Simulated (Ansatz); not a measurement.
Consider the following.

PdS2:
```
CELL_PARAMETERS angstrom
      5.47979     0.00000     0.00000
      0.00000     5.56824     0.00000
      0.00000     0.00000     7.89102
ATOMIC_POSITIONS crystal
  Pd 0.50000 0.00000 0.50000
  Pd 0.00000 0.00000 0.00000
  Pd 0.00000 0.50000 0.50000
  Pd 0.50000 0.50000 0.00000
  S  0.60484 0.11065 0.07863
  S  0.39516 0.88935 0.92137
  S  0.89516 0.88935 0.57863
  S  0.10484 0.11065 0.42137
  S  0.10484 0.38935 0.92137
  S  0.89516 0.61065 0.07863
  S  0.39516 0.61065 0.42137
  S  0.60484 0.38935 0.57863
```

This is the r²SCAN-relaxed structure. Cartesian axes are those of the cell as given.

Question: All from DFT-r²SCAN in the program Ansatz with PAW potentials, unless another level is named. Estimate the formation energy from the elements (no fitted shifts).

Answer: -348 meV/atom.

Question: What about the band gap?

Answer: 0.37 eV (indirect).

Question: Predict the valence-band maximum.

Answer: at Γ.

Question: Next, the conduction-band minimum?

Answer: off the standard path, at k = (0.409, 0.464, 0.000).

Space group Pbca. The workflow started from a Materials Project entry (that database holds measured and hypothetical structures alike); the Crystallography Open Database files this formula in space group No. 61, but the cells were not matched. Whether it is the stable phase at ambient conditions was not checked. The cell was relaxed with r²SCAN under the symmetry of its start; its stability against distortions is not shown here. The run is not spin-polarised. A crystal of weakly bound layers computed without a dispersion correction: the cell and the soft elastic constants depend strongly on that. The references are the lowest solids computed at this level, not always the standard phases. Spin–orbit coupling is left out wherever it is not named.

Potentials: the later of the program's two PAW sets.
